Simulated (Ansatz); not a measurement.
Computed properties of CrBrO

CrBrO:
```
CrBrO
1.0
    3.28333     0.00000     0.00000
    0.00000     3.85151     0.00000
    0.00000     0.00000     8.28229
Cr Br O
2 2 2
Cartesian
  0.00000   0.00000   4.96569
  1.64166   1.92575   3.31661
  0.00000   1.92575   1.47572
  1.64166   0.00000   6.80657
  1.64166   0.00000   3.74227
  0.00000   1.92575   4.54002
```
The run is spin-polarised; directions of the spins, atom by atom: ↑ ↑ 0 0 0 0.

Space group Pmmn (No. 59); conventional cell a = 3.2833 Å, b = 3.8515 Å, c = 8.2823 Å, α = β = γ = 90.00°.

Method: plane-wave PAW r²SCAN+D4 (Ansatz code). Structure relaxed to zero pressure with the same functional. Other levels are named where they apply.

Cell and energy:

```yaml
volume_per_atom: 17.46 Å³
density: 4.69 g/cm³
Formation energy from the elements (no fitted shifts): -1.79 eV/atom
```

Electronic structure:

```yaml
band_gap: 1.28 eV (indirect)
valence_band_maximum: at Z (k = 0.000, 0.000, 0.500 in fractions of the reciprocal vectors)
conduction_band_minimum: on the Z–U line, 61 % of the way from Z (k = 0.307, 0.000, -0.500 in fractions of the reciprocal vectors) (2 equivalent valleys)
smallest_direct_gap_on_the_standard_path: 1.57 eV
electron_effective_mass: 1.00, 1.2, 2.5 mₑ (principal values)
hole_effective_mass: 0.47, 2.0, 3.3 mₑ (principal values)
```

Magnetism:

```yaml
magnetic_order: ferromagnetic
net_moment: 1.00 μB per atom
```

Charges:

```yaml
bader_charges: Cr +1.72, Br -0.50, O -1.22 e
```

The workflow started from a Materials Project entry (that database holds measured and hypothetical structures alike); the Crystallography Open Database files this formula in space group No. 59, but the cells were not matched. Whether it is the stable phase at ambient conditions was not checked. The cell was relaxed with r²SCAN+D4 under the symmetry of its start; whether a distortion lowers the energy is not shown. The final state is ferromagnetic, chosen from 2 collinear starts compared on coarse meshes (ties went to the first, and starts can fall back to one state), not a proven ground state. Other orbital occupations within this spin state were not tried. No Hubbard U is applied. The references are the lowest solids computed at this level, not always the standard phases (solids in place of the gases). Scalar-relativistic: spin–orbit coupling is off unless named, which matters more the heavier the elements.

Potentials: the later of the program's two PAW sets.
